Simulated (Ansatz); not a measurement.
Ti (hcp, Mg type)

```cif
data_Ti2
_chemical_formula_sum 'Ti2'
_space_group_name_H-M_alt 'P63/mmc'
_space_group_IT_number 194
_space_group_name_Hall '-P 6c 2c'
_cell_length_a 2.90086
_cell_length_b 2.90086
_cell_length_c 4.59040
_cell_angle_alpha 90.000
_cell_angle_beta 90.000
_cell_angle_gamma 120.000
loop_
_atom_site_label
_atom_site_type_symbol
_atom_site_symmetry_multiplicity
_atom_site_Wyckoff_symbol
_atom_site_fract_x
_atom_site_fract_y
_atom_site_fract_z
_atom_site_occupancy
Ti1 Ti 2 d 0.66667 0.33333 0.25000 1
```

The relaxed cell is deformed in two ways at once: its volume V is scaled, and at that volume it is stretched along z (the c axis of the conventional cell) so that c/a changes. Fractional atomic positions are held.

The numbers are results of PBEsol (plane waves to 420 eV, PAW, scalar-relativistic; Ansatz, a first-principles code), not measurements. k mesh 18×18×10 (Γ-centred), Fermi-Dirac smearing 0.05 eV. E stands for the smeared free energy. With partly filled bands, the response to shear is sensitive to the k mesh, so small differences along c/a are uncertain. Ti is run without spin polarisation. Ti was relaxed with its symmetry unable to fall. ΔE is measured from the relaxed starting cell.

```
ΔE (meV/atom)         V/V₀ = 0.960  V/V₀ = 0.980  V/V₀ = 1.000  V/V₀ = 1.020  V/V₀ = 1.040
--------------------  ------------  ------------  ------------  ------------  ------------
(c/a)/(c/a)₀ = 0.880            73            64            60            61            67
(c/a)/(c/a)₀ = 0.940            27            18            15            17           ___
(c/a)/(c/a)₀ = 1.000            11             3             0             2             9
(c/a)/(c/a)₀ = 1.060           ___            16            13            16           ___
(c/a)/(c/a)₀ = 1.120            58            50            48            50            57
```

### Question
Some entries are withheld; supply them.

### Answer

- (c/a)/(c/a)₀ = 0.940, V/V₀ = 1.040: 24
- (c/a)/(c/a)₀ = 1.060, V/V₀ = 0.960: 24
- (c/a)/(c/a)₀ = 1.060, V/V₀ = 1.040: 23

(A scan under strain: stresses follow from slopes of the energy per volume, elastic moduli from its curvatures.)
